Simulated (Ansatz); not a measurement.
**Formation energy of LaF2 in the CdI2-type structure**

Level of theory: DFT, PBE, scalar-relativistic, no spin polarisation; plane waves to 420 eV with PAW datasets (Ansatz 0.2.0), Γ-centred 10×10×6 mesh, 0.05 eV Gaussian smearing; PAW files: Ansatz's generated set soft_2.

The start was a prototype's sites filled with these elements, not a measured cell.

The structure is trigonal, space group P-3m1 (No. 164). The conventional cell has a = 3.651 Å, b = 3.651 Å, c = 5.603 Å, α = 90.00°, β = 90.00°, γ = 120.00°. La (site symmetry -3m) is surrounded by 6 F at 2.50 Å. Around F (site symmetry 3m) lie 3 La at 2.50 Å. (Neighbours are counted to 15 % beyond the shortest distance.)

The elements were computed in their standard states (gases as isolated molecules) with the same datasets, cutoff and functional. Absolute energies hang on the potentials; compare differences alone.

Energy of the relaxed cell (3 atoms, smearing extrapolated to zero): -7870.951 eV. Elements, in eV/atom: La -6250.096, F -805.594.

Task: What is the formation energy?

Result: [-7870.951 − (1 × -6250.096 + 2 × -805.594)] / 3 = -3.22 eV/atom, or -311 kJ per mole of atoms.

The value is for 0 K, without zero-point energy and without any correction for the binding of gas molecules. Uncorrected semilocal values for oxides, chalcogenides and halides often miss by tenths of an eV an atom. A negative value shows stability against the elements alone, not against other compounds or structures.

The calculation's cell holds 25 valence electrons, an odd number. Without magnetic order each band takes two, so one stays part-filled and the crystal must be a metal. (Only strong correlation, outside this picture, could make a Mott insulator of it.) A formal count (La³⁺, F⁻) leaves 1 electron a formula unit beyond the anions' closed shells. It goes into the bands above the anion p states, which fits the metal found.

These numbers lack spin–orbit coupling. Spin polarisation wasn't tried.
